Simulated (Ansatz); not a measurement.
ZrO$_{2}$:
Space group Pbca (No. 61); a = 5.0986 Å, b = 10.0903 Å, c = 5.2700 Å, α = 90.00°, β = 90.00°, γ = 90.00°

```
atom  site  symmetry       x       y       z
----  ----  --------  ------  ------  ------
Zr      8c         1  0.2529  0.1156  0.0342
O       8c         1  0.1280  0.2103  0.3744
O       8c         1  0.4979  0.4778  0.2388
```

Relaxed with r²SCAN. The program Ansatz at the r²SCAN level (PAW) gives a gap of 4.28 eV.

### Question
What gap does HSE06 give on the same cell (Ansatz, PAW)?

### Answer
5.39 eV, 1.11 eV more. The hybrid was solved on a coarser mesh and at special points; the gap given is the minimum over both.

| k | v1 r²SCAN | c1 r²SCAN | v1 HSE06 | c1 HSE06 |
|---|---|---|---|---|
| Γ | -0.01 | 4.41 | (withheld) | (withheld) |
| X | -0.18 | 4.35 | (withheld) | (withheld) |
| Z | -0.28 | 4.84 | (withheld) | (withheld) |
| U | -0.49 | 4.67 | (withheld) | (withheld) |
| Y | -0.05 | 4.68 | -0.05 | 5.81 |
| S | -0.23 | 4.61 | -0.24 | 5.74 |
| T | -0.41 | 4.90 | -0.42 | 6.03 |
| R | -0.61 | 4.83 | -0.64 | 5.97 |

### Question
Top valence (v1) and lowest conduction level (c1) in eV from each method's valence maximum (which need not be a listed point): supply the withheld HSE06 values.

### Answer

- Γ, v1 HSE06: 0.00
- Γ, c1 HSE06: 5.53
- U, v1 HSE06: -0.50
- U, c1 HSE06: 5.79
- Z, v1 HSE06: -0.27
- Z, c1 HSE06: 5.96
- X, v1 HSE06: -0.17
- X, c1 HSE06: 5.46

Cost on shared cores: the r²SCAN run (SCF on a 6×3×5 mesh, then bands and DOS) about 20 core-minutes (a rough figure), the HSE06 run (SCF on 3×2×3, then a few points) about 10 core-minutes (a rough figure); the tasks are unlike.

The first step of the workflow began from a Materials Project structure, measured or hypothetical; the Crystallography Open Database copy checked does not list it. It is not the phase usual at ambient conditions (space group No. 14). The cell was relaxed with r²SCAN under the symmetry of its start; its stability against distortions is not shown here. The run is not spin-polarised. Spin–orbit coupling is left out wherever it is not named.

Potentials: the earlier of the program's two PAW sets. The files were generated under PBE; for other functionals the program regenerates the frozen cores, and for LDA and PBEsol the local potential too.
